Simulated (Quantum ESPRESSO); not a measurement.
# Band energies of BeTe

```xyz
2
Lattice="0.0000 2.7774 2.7774 2.7774 0.0000 2.7774 2.7774 2.7774 0.0000" Properties=species:S:1:pos:R:3 pbc="T T T"
Be     0.0000     0.0000     0.0000
Te     1.3887     1.3887     1.3887
```

LDA (Quantum ESPRESSO, PseudoDojo norm-conserving, 88 Ry, no spin-orbit coupling); path ΓXWKΓLUWLK,UX; energies in eV from the valence-band maximum.

| k (1/Å) | point | band 6 | band 7 | band 8 | band 9 | band 10 | band 11 | band 12 | band 13 |
|---|---|---|---|---|---|---|---|---|---|
| 0.00 | Γ | -36.24 | -12.62 | 0.00 | 0.00 | 0.00 | 3.59 | 3.59 | 3.59 |
| 0.57 |  | -36.24 | -11.84 | -2.97 | -1.78 | -1.78 | 2.53 | 4.39 | 6.55 |
| 1.13 | X | -36.24 | -10.68 | -5.28 | -2.79 | -2.79 | 1.80 | 2.64 | 9.92 |
| 1.24 |  | -36.24 | -10.68 | -5.25 | -2.88 | -2.86 | 1.99 | 2.82 | 9.67 |
| 1.70 | W | -36.24 | -10.65 | -4.69 | -3.92 | -3.41 | 5.25 | 5.50 | 5.59 |
| 1.83 |  | -36.24 | -10.66 | -4.76 | -3.97 | -3.13 | 4.12 | 5.43 | 6.43 |
| 2.10 | K | -36.24 | -10.71 | -4.89 | -4.11 | -2.36 | 2.61 | 5.28 | 8.03 |
| 2.50 |  | -36.24 | -11.28 | -4.52 | -3.33 | -1.27 | 3.75 | 5.58 | 6.19 |
| 3.00 |  | -36.24 | -12.39 | -1.63 | -0.86 | -0.15 | 3.83 | 3.86 | 4.22 |
| 3.30 | Γ | -36.24 | -12.62 | 0.00 | 0.00 | 0.00 | 3.59 | 3.59 | 3.59 |
| 3.59 |  | -36.24 | -12.40 | -1.79 | -0.34 | -0.34 | 3.54 | 4.08 | 4.08 |
| 4.08 |  | -36.24 | -11.39 | -5.34 | -1.11 | -1.11 | 3.22 | 4.62 | 4.62 |
| 4.28 | L | -36.24 | -11.20 | -5.78 | -1.19 | -1.19 | 3.18 | 4.59 | 4.59 |
| 4.67 |  | -36.24 | -10.95 | -5.34 | -3.10 | -1.81 | 3.25 | 5.91 | 6.16 |
| 4.97 | U | -36.24 | -10.71 | -4.89 | -4.11 | -2.36 | 2.61 | 5.28 | 8.03 |
| 5.17 |  | -36.24 | -10.68 | -4.81 | -4.03 | -2.87 | 3.53 | 5.37 | 6.92 |
| 5.37 | W | -36.24 | -10.65 | -4.69 | -3.92 | -3.41 | 5.25 | 5.50 | 5.59 |
| 5.77 |  | -36.24 | -10.95 | -5.33 | -3.03 | -2.02 | 4.16 | 4.44 | 6.79 |
| 6.17 | L | -36.24 | -11.20 | -5.78 | -1.19 | -1.19 | 3.18 | 4.59 | 4.59 |
| 6.25 |  | -36.24 | -11.19 | -5.76 | -1.34 | -1.23 | 3.31 | 4.55 | 4.68 |
| 6.77 |  | -36.24 | -10.75 | -4.90 | -4.09 | -2.23 | 2.75 | 5.88 | 7.59 |
| 6.86 | K | -36.24 | -10.71 | -4.89 | -4.11 | -2.36 | 2.61 | 5.28 | 8.03 |
| 6.86 | U | -36.24 | -10.71 | -4.89 | -4.11 | -2.36 | 2.61 | 5.28 | 8.03 |
| 7.26 | X | -36.24 | -10.68 | -5.28 | -2.79 | -2.79 | 1.80 | 2.64 | 9.92 |

The LDA gap is indirect, 1.80 eV, from Γ to X; the smallest direct gap is 3.59 eV.

Spin-orbit coupling is left out, which matters for elements this heavy: edges can move by tenths of an eV.

Geometry relaxed with LDA.
